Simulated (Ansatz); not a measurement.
Input for Ansatz (plane-wave DFT, PAW):

```yaml
crystal:
  lattice:
    - [4.0006, 0.0, 0.0]
    - [0.0, 4.0006, 0.0]
    - [0.0, 0.0, 6.1043]
  atoms:
    - { symbol: Cu, position: [0.0, 0.0, 0.0] }
    - { symbol: Cu, position: [0.5, 0.5, 0.0] }
    - { symbol: Cu, position: [0.5, 0.0, 0.27] }
    - { symbol: Cu, position: [0.0, 0.5, 0.73] }
    - { symbol: Sb, position: [0.5, 0.0, 0.7] }
    - { symbol: Sb, position: [0.0, 0.5, 0.3] }
basis:
  ecutwfc: 500
kpoints:
  mp_grid: { grid: [4, 4, 4] }
hamiltonian:
  xc: r2scan
scf:
  occupations: { method: gaussian, width: 0.1 }
output:
  forces: true
  stress: true
  eigenvalues: true
```

Run as
```bash
ansatz run input.yaml --threads 1 --pin off --max-ram 2560MiB --backend cpu --events-out ev --progress --plain --runs-dir out
```

Method: Ansatz, DFT r2SCAN, scalar-relativistic, plane waves, PAW.

Part of what the program printed, abridged (final results; tables in files aren't shown):

```
SCF 1 converged in 10 iterations: F = -39523.175342 eV  dr2 = 6.67e-9
SCF converged after 10 iterations
Free energy (F): -39523.175342 eV
Harris-Foulkes:  -39523.175342 eV  (|F-HF|=1.71e-9)
Internal energy: -39523.168790 eV  (E = F + TS)
E sigma→0 (E₀):  -39523.172066 eV
Entropy (-TS):   -0.006552 eV (-1.092 meV/atom)
Fermi energy:    14.735118 eV
--- Per-component energies (eV) ---
  E_band       = -1934.925532
  E_kinetic    = 1613.248656
  E_local      = -22206.518644  (includes V_loc(G=0)·N_el)
  E_nonlocal   = 2325.163579
  E_hartree    = 9997.258767
  E_xc         = -588.381331
  E_vxc        = -701.771297  (∫ρ·V_xc dr)
  E_paw        = -15933.083979  (= ΣΔE_a)
  E_vpaw       = -3008.833177  (= ΣTr[D̂ρ^β])
  E_aug_tail   = 0.000557  (compensation charges beyond the density's cutoff)
  E_vtau       = 49.265173  (kinetic-family band-sum trace: ∫τ·v_τ [+ j·A + Jᵃ·Aᵃ] dr)
  E_ewald      = -14730.664037
  E_core_change = -0.192358  (= ΣΔE_core)
  E_smearing   = -0.006552  (= −TS)
--- Forces (eV/Å), atoms counted from 1 ---
  atom   1  Cu     0.00000000     0.00000000     0.00000000
  atom   2  Cu     0.00000000     0.00000000     0.00000000
  atom   3  Cu     0.00000000     0.00000000    -0.16827858
  atom   4  Cu     0.00000000     0.00000000     0.16827858
  atom   5  Sb     0.00000000     0.00000000     0.35855898
  atom   6  Sb     0.00000000     0.00000000    -0.35855898
--- Stress (GPa, compression-positive) ---
       -1.675258       0.000000       0.000000
        0.000000      -1.675258       0.000000
        0.000000       0.000000      -1.107989
  P = ⅓ Tr σ = -1.4862 GPa (-14.862 kbar)
--- Band table (eV; the first three rows and the last of 18) ---
  k-point 0: bands = ["-102.2400", "-102.2379", "-101.9684", "-101.9684", "-58.1171", "-58.1132", "-58.0537", "-58.0537", "-58.0377", "-58.0377", "-57.8045", "-57.8036", "-57.8036", "-57.8034", "-57.8032", "-57.8032", "-15.3381", "-15.3318", "-15.3298", "-15.3209", "-15.3126", "-15.3126", "-15.3113", "-15.3011", "-15.2947", "-15.2947", "1.9028", "4.3990", "7.8013", "9.9677", "10.1779", "10.1779", "10.4029", "10.4845", "10.5963", "11.0094", "11.0094", "11.2205", "11.5603", "11.6307", "11.6332", "11.6332", "11.7574", "11.9252", "11.9458", "11.9458", "12.0780", "12.0783", "12.1820", "12.1820", "12.2011", "13.6909", "16.0250", "16.0250", "16.7943", "17.5427", "17.9802", "19.6560", "19.6560", "20 ...
  k-point 1: bands = ["-102.2400", "-102.2379", "-101.9684", "-101.9684", "-58.1171", "-58.1132", "-58.0537", "-58.0537", "-58.0377", "-58.0377", "-57.8045", "-57.8036", "-57.8036", "-57.8035", "-57.8032", "-57.8032", "-15.3376", "-15.3315", "-15.3303", "-15.3211", "-15.3121", "-15.3121", "-15.3112", "-15.3009", "-15.2952", "-15.2952", "2.1403", "3.8131", "8.3239", "9.8059", "10.1681", "10.1681", "10.4073", "10.5305", "10.8533", "11.0628", "11.0628", "11.1655", "11.4784", "11.4784", "11.5295", "11.5746", "11.6593", "11.6593", "11.7837", "11.9183", "12.0911", "12.2011", "12.2538", "12.8651", "12.8651", "13.5510", "15.3493", "15.3493", "16.3974", "18.1036", "18.4295", "18.9907", "19.4506", "20 ...
  k-point 2: bands = ["-102.2400", "-102.2379", "-101.9684", "-101.9684", "-58.1171", "-58.1132", "-58.0537", "-58.0537", "-58.0377", "-58.0377", "-57.8044", "-57.8037", "-57.8037", "-57.8035", "-57.8032", "-57.8032", "-15.3370", "-15.3313", "-15.3309", "-15.3214", "-15.3115", "-15.3115", "-15.3111", "-15.3007", "-15.2957", "-15.2957", "2.6996", "2.9805", "9.1462", "9.1680", "10.1588", "10.1588", "10.4117", "10.5858", "11.1014", "11.1185", "11.1185", "11.2102", "11.3583", "11.3583", "11.4518", "11.5037", "11.5540", "11.5540", "11.8049", "11.9127", "12.1023", "12.2012", "12.9645", "13.0856", "13.6161", "13.6161", "14.4771", "14.4771", "16.4796", "16.9041", "18.3494", "18.8605", "19.9596", "21 ...
  k-point 17: bands = ["-102.2389", "-102.2389", "-101.9684", "-101.9684", "-58.1158", "-58.1158", "-58.0555", "-58.0555", "-58.0358", "-58.0358", "-57.8043", "-57.8043", "-57.8032", "-57.8032", "-57.8031", "-57.8031", "-15.3345", "-15.3345", "-15.3163", "-15.3163", "-15.3143", "-15.3143", "-15.2978", "-15.2978", "-15.2973", "-15.2973", "4.7691", "4.7691", "8.7136", "8.7136", "9.5556", "9.5556", "9.8032", "9.8032", "10.6248", "10.6248", "10.8718", "10.8718", "11.1258", "11.1258", "11.2001", "11.2001", "11.8466", "11.8466", "11.8585", "11.8585", "12.0144", "12.0144", "12.0741", "12.0741", "12.1196", "12.1196", "12.7141", "12.7141", "18.0740", "18.0740", "19.0176", "19.0176", "19.7908", "19.79 ...
```

Self-consistency was reached.

It took 21 s on 1 thread of Arm Neoverse V1 (shared host), peak memory 0.58 GiB.

The k mesh is coarse.